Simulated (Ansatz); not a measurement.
## Scan of one atom of the cell for Bi (A7 type, space group R-3m)

Relaxed Bi (A7 type, space group R-3m):

```
Bi
1.0
    2.26027     1.30497     4.00943
   -2.26027     1.30497     4.00943
    0.00000    -2.60994     4.00943
Bi
2
Direct
  0.23371   0.23371   0.23371
  0.76629   0.76629   0.76629
```

Scan: atom 1 (Bi, nearest neighbour Bi at 3.068 Å; its periodic images, 4.5 Å or more away, move with it) is displaced along Cartesian [111], direction (0.577, 0.577, 0.577) in Cartesian axes, by s. The other atoms stay.

Method: r2SCAN+rVV10 (plane waves to 500 eV, PAW, scalar-relativistic; Ansatz, an electronic-structure program). k mesh 10×10×10 (Γ-centred), Fermi-Dirac smearing 0.05 eV. Energies are smeared free energies. Stress and pressure are positive under compression. With partly filled bands, energies and forces of such displacements shift with the k mesh and the smearing. F∥ is the force on the atom along that direction. F⊥ is the part of the force across the line. Bi was relaxed with its symmetry unable to fall. Spin-orbit coupling is left out, though Bi is heavy. ΔE is measured from the undisplaced structure.

```json
[
 {"s (Å)": "-0.610", "ΔE (eV/cell)": "1.063", "F∥ (eV/Å)": "4.091", "P (GPa)": "9.1", "|F⊥| (eV/Å)": "1.584"},
 {"s (Å)": "-0.488", "ΔE (eV/cell)": "0.630", "F∥ (eV/Å)": "3.024", "P (GPa)": "6.3", "|F⊥| (eV/Å)": "1.051"},
 {"s (Å)": "-0.366", "ΔE (eV/cell)": "0.322", "F∥ (eV/Å)": "2.034", "P (GPa)": "4.1", "|F⊥| (eV/Å)": "0.673"},
 {"s (Å)": "-0.244", "ΔE (eV/cell)": "0.128", "F∥ (eV/Å)": "1.176", "P (GPa)": "2.3", "|F⊥| (eV/Å)": "0.382"},
 {"s (Å)": "-0.122", "ΔE (eV/cell)": "0.028", "F∥ (eV/Å)": "0.493", "P (GPa)": "0.9", "|F⊥| (eV/Å)": "0.157"},
 {"s (Å)": "0.000", "ΔE (eV/cell)": "0.000", "F∥ (eV/Å)": "-0.004", "P (GPa)": "0.0", "|F⊥| (eV/Å)": "0.006"},
 {"s (Å)": "0.122", "ΔE (eV/cell)": "0.021", "F∥ (eV/Å)": "-0.296", "P (GPa)": "-0.6", "|F⊥| (eV/Å)": "0.097"},
 {"s (Å)": "0.244", "ΔE (eV/cell)": "0.061", "F∥ (eV/Å)": "-0.312", "P (GPa)": "-0.9", "|F⊥| (eV/Å)": "0.090"},
 {"s (Å)": "0.366", "ΔE (eV/cell)": "0.093", "F∥ (eV/Å)": "-0.233", "P (GPa)": "-0.7", "|F⊥| (eV/Å)": "0.180"},
 {"s (Å)": "0.488", "ΔE (eV/cell)": "0.125", "F∥ (eV/Å)": "-0.327", "P (GPa)": "-0.2", "|F⊥| (eV/Å)": "0.466"},
 {"s (Å)": "0.610", "ΔE (eV/cell)": "0.180", "F∥ (eV/Å)": "-0.607", "P (GPa)": "0.6", "|F⊥| (eV/Å)": "0.743"}
]
```

What the scan shows:

```
Quantity                                                                                                                                            Result
--------------------------------------------------------  ------------------------------------------------------------------------------------------------
Energy at s = 0.610 Å                                                                                                                         180 meV/cell
Force along the line at s = -0.610 Å                                                                                                             4.09 eV/Å
Symmetry of the curve                                                                                  not even: the negative side lies higher at ±0.610 Å
Shape of the curve                                                                          a single well with its minimum at or next to zero displacement
Force constant k = d²E/ds² at s = 0 (finite differences)                                                                                        3.30 eV/Å²
Harmonic estimate at the end of the scan                  ½ks² = 613 meV/cell against the computed 180 meV/cell, so the well is softer than harmonic there
```

(For displaced atoms, the force is minus the slope of the energy, and its curvature is a force constant, which sets phonon frequencies.)
